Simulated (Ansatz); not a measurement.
WS₂:
```
CELL_PARAMETERS angstrom
     -2.38634     2.38634     4.67651
      2.38634    -2.38634     4.67651
      2.38634     2.38634    -4.67651
ATOMIC_POSITIONS crystal
  W  0.50000 0.50000 0.00000
  W  0.25000 0.75000 0.50000
  S  0.23812 0.23812 0.00000
  S  0.98812 0.48812 0.50000
  S  0.51188 0.01188 0.50000
  S  0.76188 0.76188 0.00000
```

Relaxed with PBE. Special points in fractions of this cell's reciprocal vectors: Γ (0.000, 0.000, 0.000); X (0.000, 0.000, 0.500); P (0.250, 0.250, 0.250); N (0.000, 0.500, 0.000); M (0.500, 0.500, -0.500); S (0.315, 0.685, -0.315); S0 (-0.315, 0.315, 0.315); R (-0.130, 0.130, 0.500); G (0.500, 0.500, -0.130).

**Question.** List the band energies nearest the Fermi level at these points for the program Ansatz at the PBE level (PAW).

**Answer.** In eV from the Fermi level; about four levels below and three above (degenerate sets whole), none deeper than 8.9 eV; points with the same levels are listed once.

```csv
k,below,above
Γ,-0.96 -0.96 -0.93 -0.10 -0.03,0.77 0.77 0.82
X,-3.98 -3.98 -1.32 -1.32,0.35 0.35 1.44 1.44
P,-3.26 -3.26 -1.44 -1.44,0.77 0.77 0.79 0.79
N,-3.45 -1.88 -1.63 -1.60,0.02 0.33 0.36
M,-1.92 -1.92 -1.64 -1.64,0.05 0.05 1.62 1.62
S,-2.78 -2.29 -2.27 -0.29,0.33 0.43 0.46
R,-1.61 -1.61 -0.17 -0.17,1.02 1.02 1.50 1.50
```

Space group I4_1/amd (anatase). A made-up cell: these elements were put on the sites of a structure type; neither database checked (COD, Materials Project) lists it. It is not the phase usual at ambient conditions (space group No. 194). The cell was relaxed with PBE under the symmetry of its start; whether a distortion lowers the energy is not shown. No spin polarisation was allowed. Scalar-relativistic: spin–orbit coupling is off unless named, which matters more the heavier the elements.

Potentials: the later of the program's two PAW sets.
